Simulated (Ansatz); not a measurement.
Single point in Ansatz 0.2.0 with r2SCAN, no spin polarisation. Cutoff 500 eV, PAW datasets, 7×7×7 Γ-centred k mesh, gaussian filling (width 0.1087 eV).

Computed maps in the lattice plane spanned by a (left to right, 6.62 Å, 20 points from zero) and b (bottom to top, 6.62 Å, 20 points from zero), 97° apart, at height 0.000 along c. The fields are smooth PAW ones with compensation charges, not the true ones near nuclei.

Valence density. Digits on a logarithmic scale: 0 up to 0.03 e/Å³, each further digit a factor of 1.6, 9 from 1.3 e/Å³ up:
```
99976654210002356899
99878876420013578899
77799997531025799988
56898798631136999986
46897598520136999975
35799997410025799753
24678875200013566532
12456542000001233210
01233210000000011000
00011000000000001100
00001100000000123321
10123321000002456542
22356653100025788764
33579975200147999975
45799996310258957986
56899996311368978986
78899975201357999977
99988753100246788789
99986532000124566799
99975432100012345799
```

ELF. Ten even steps from '0' (0.00) to '9' (0.90):
```
67413555410000144357
64268899840003688635
21698899960027887863
13884499950058941784
15884489840069974884
05999898620059999861
05999987400037998730
04899864100013565200
01465420000000000000
00000000000000000000
00000000000000245641
00025653100014689984
00378997300047899995
01689999500268989995
14884799600489844885
14871498500599944883
23687887200699988961
65368863000489988624
67534410000145553147
26621100000000011266
```

Task: The cell is K$_{2}$OsN$_{2}$Cl$_{4}$. Which atoms lie within 0.2 Å of this plane, and where (fractions of a and b)?

Result: Os at (0.00, 0.00), N at (0.21, 0.21), N at (0.79, 0.79), Cl at (0.23, 0.77), Cl at (0.77, 0.23). The whole cell:
```yaml
crystal:
  lattice:
    - [-3.50264, 3.50264, 4.38457]
    - [3.50264, -3.50264, 4.38457]
    - [3.50264, 3.50264, -4.38457]
  atoms:
    - { symbol: Os, position: [0.00000, 0.00000, 0.00000] }
    - { symbol: N, position: [0.21200, 0.21200, 0.00000] }
    - { symbol: N, position: [0.78800, 0.78800, 0.00000] }
    - { symbol: K, position: [0.75000, 0.25000, 0.50000] }
    - { symbol: K, position: [0.25000, 0.75000, 0.50000] }
    - { symbol: Cl, position: [0.23000, 0.23000, 0.46000] }
    - { symbol: Cl, position: [0.23000, 0.77000, 0.00000] }
    - { symbol: Cl, position: [0.77000, 0.77000, 0.54000] }
    - { symbol: Cl, position: [0.77000, 0.23000, 0.00000] }
```

Origin: a known structure type with other elements, at an estimated volume, so it need not be a known compound. Caveats: many states at the Fermi level without spin polarisation, so a magnetic state may lie lower; atoms or cell far from equilibrium.
